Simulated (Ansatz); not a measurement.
Here is an unrelaxed guess for TiInCuH₄.

```
Ti In Cu H
1.0
     3.37863    0.00000    0.00000
     0.00000    3.37863    0.00000
     0.00000    0.00000    8.27069
Ti In Cu H
1 1 1 4
Direct
  0.00000 0.00000 0.05920
  0.00000 0.00000 0.82287
  0.00000 0.00000 0.28035
  0.50000 0.00000 0.74776
  0.00000 0.50000 0.74776
  0.50000 0.00000 0.47892
  0.00000 0.50000 0.47892
```

Level of theory: Ansatz, DFT PBE, scalar-relativistic, plane waves, PAW. Cutoff 420 eV; k points 6×6×2 on the computed 7-atom cell (Γ-centred); Gaussian smearing, width 0.10 eV; no spin polarisation.

Formation energies are uncorrected and refer to the elements' standard structures at the same level (H₂ as a molecule).

**Question.** Estimate its pressure, forces and energy as it stands.

**Answer.** The pressure is 24.1 GPa (the mean over three directions, positive in compression), the largest force is 16.68 eV/Å, and the energy is +2.14 eV/atom against the elements. The shortest distance is 1.80 Å, so close that the PAW spheres overlap strongly and these values are rough.

**Question.** Is it a good guess?

**Answer.** A poor one: relaxing gains about 1.8 eV/atom (the start's value is from the coarse mesh, so the gain is rough) in 27 ionic steps and ends at +0.30 eV/atom on the finer mesh. The symmetry stays P4mm (No. 99). The volume per atom shrinks by 8.1 %, from 13.5 to 12.4 Å³. The shortest distance goes from 1.80 Å (In–H) to 1.59 Å (Cu–H). The ratio c/a of the conventional cell changes by a factor of 1.11. Conventional cell: a = 3.169 Å, c = 8.639 Å. Ti is surrounded by 4 H at 1.79 Å, 1 In at 2.84 Å and 1 Cu at 3.10 Å; around In lie 1 Cu at 2.71 Å, 1 Ti at 2.84 Å, 4 H at 3.06 Å and 4 In at 3.17 Å; Cu has 4 H at 1.59 Å, 1 In at 2.71 Å, 4 H at 2.77 Å and 1 Ti at 3.10 Å; around H on its first site lie 2 Cu at 1.59 Å, 5 H at 2.24–2.36 Å and 2 In at 3.06 Å; 1 more site not described.

The last run used a 12×12×6 mesh (in the run's order of axes) for its 7-atom cell and Gaussian smearing of 0.10 eV. With hydrogen, zero-point motion can shift formation energies by some tens of meV/atom. The relaxation can't lower the symmetry of the start, and the grade says only how near the guess is to its own end. A structure relaxed within its symmetry needn't be a true minimum.
